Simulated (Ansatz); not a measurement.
Relaxed WSe$_{2}$ (2H-MoS2 type, space group P6_3/mmc):

```xyz
6
Lattice="3.2791 0.0000 0.0000 -1.6395 2.8397 0.0000 0.0000 0.0000 12.7861" Properties=species:S:1:pos:R:3 pbc="T T T"
W      0.0000     1.8932     3.1965
W      1.6395     0.9466     9.5895
Se     0.0000     1.8932     7.9053
Se     1.6395     0.9466     1.5123
Se     1.6395     0.9466     4.8808
Se     0.0000     1.8932    11.2738
```

Scan: atom 5 (Se, nearest neighbour W at 2.534 Å; its periodic images, 3.3 Å or more away, move with it) is displaced along Cartesian x, direction (1.000, 0.000, 0.000) in Cartesian axes, by s. The other atoms stay.

Method: PBE-D3(BJ) (plane waves to 420 eV, PAW, scalar-relativistic; Ansatz, a first-principles code). k mesh 9×9×2 (Γ-centred), Fermi-Dirac smearing 0.05 eV. The energy includes the smearing's −TS. F⊥ is the part of the force across the line. Spin-orbit coupling is left out, though W is heavy. WSe2 is run without spin polarisation. WSe2 was relaxed with its symmetry unable to fall. ΔE is measured from the undisplaced structure.

**Question.** Give the computed ΔE (eV/cell) and |F⊥| (eV/Å) at s (Å) = -0.408, -0.306, -0.204, -0.102, 0.102, 0.306, 0.408, 0.510.

**Answer.** 
```csv
s (Å),ΔE (eV/cell),|F⊥| (eV/Å)
-0.408,0.729,2.021
-0.306,0.414,1.139
-0.204,0.185,0.507
-0.102,0.046,0.127
0.102,0.046,0.127
0.306,0.414,1.139
0.408,0.729,2.021
0.510,1.122,3.142
```

(For displaced atoms, the force is minus the slope of the energy, and its curvature is a force constant, which sets phonon frequencies.)
